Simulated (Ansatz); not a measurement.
Sr$_{2}$MnO$_{4}$:
```xyz
14
Lattice="2.6512 -6.2103 0.0000 2.6512 6.2103 0.0000 0.0000 0.0000 5.3018" Properties=species:S:1:pos:R:3 pbc="T T T"
Sr     2.6512     1.7942     0.0000
Sr     2.6512    -1.7942     0.0000
Mn     0.0000     0.0000     0.0000
O      1.3256     0.0000     3.9764
O      3.9768     0.0000     3.9764
O      2.6512     4.2715     0.0000
O      2.6512    -4.2715     0.0000
Sr     2.6512    -4.4161     2.6509
Sr     2.6512     4.4161     2.6509
Mn     2.6512     0.0000     2.6509
O      3.9768     0.0000     1.3255
O      1.3256     0.0000     1.3255
O      2.6512    -1.9388     2.6509
O      2.6512     1.9388     2.6509
```
The run is spin-polarised; directions of the spins, atom by atom: 0 0 ↑ 0 0 0 0 0 0 ↓ 0 0 0 0.

Relaxed with PBEsol.

**Question.** Give the Bader charges and basin volumes of the independent atoms, PBEsol (plane waves, PAW; program Ansatz).

**Answer.** 

```tsv
atom	Bader charge (e)	Bader volume (Å³)
Sr1	+1.53	15.6
Mn3	+1.81	6.7
O4	-1.16	10.4
O6	-1.28	14.3
```

Space group I4/mmm. The workflow started from an entry of the Crystallography Open Database (COD). Its standing as an ambient phase is unchecked. The cell was relaxed with PBEsol under the symmetry of its start, as lowered by the spin order; its stability against distortions is not shown here. The final state is antiferromagnetic, chosen from 5 collinear starts compared on coarse meshes (ties went to the first, and starts can fall back to one state), not a proven ground state. No Hubbard U is applied.

Potentials: the later of the program's two PAW sets.
